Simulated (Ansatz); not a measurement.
Theory: DFT PBE, scalar-relativistic, plane waves, PAW in Ansatz 0.2.0. All cells share a 420 eV cutoff and Γ-centred k meshes spaced at most about 0.3 Å⁻¹ (about 0.25 or finer for metals, 2π included). No spin polarisation in the final relaxations.

Temperature and zero-point effects are left out. All come from trial cells, and lower structures may exist.

Problem. Order these relaxed structures of YHf2Ge3 by energy, lowest first, with the energy over the lowest of them.
A.

```
CELL_PARAMETERS angstrom
3.01364 -4.76920 0.00000
3.01364 4.76920 0.00000
0.00000 0.00000 4.50175
ATOMIC_POSITIONS crystal
Y 0.50000 0.50000 0.00000
Hf 0.00000 0.50000 0.50000
Hf 0.50000 0.00000 0.50000
Ge 0.18544 0.81456 0.00000
Ge 0.81456 0.18544 0.00000
Ge 0.00000 0.00000 0.50000
```

B.

```
CELL_PARAMETERS angstrom
5.82709 0.00000 0.00000
-2.91355 5.04641 0.00000
0.00000 0.00000 4.37790
ATOMIC_POSITIONS crystal
Y 0.00000 0.00000 0.00000
Hf 0.33333 0.66667 0.00000
Hf 0.66667 0.33333 0.00000
Ge 0.50000 0.00000 0.50000
Ge 0.50000 0.50000 0.50000
Ge 0.00000 0.50000 0.50000
```

Solution. B (0 meV/atom), A (41 meV/atom). Forms: B P6/mmm; A Cmmm. Counting Ge atoms around Hf and Y (those within 1.25 times the shortest such distance or 1.15 times the sum of covalent radii, 1.27 where that leaves under three; a plus sign parts nearer from farther groups): B has Y 12, Hf 6; A has Y 2+4, Hf 6.

These runs have no spin–orbit coupling, which can matter for Hf. A magnetic state wasn't ruled out in cells without spin, among them P6/mmm. Cells relaxed within their symmetry can be saddle points. Some candidate types were left out of the draw beforehand, so a known form may be missing.
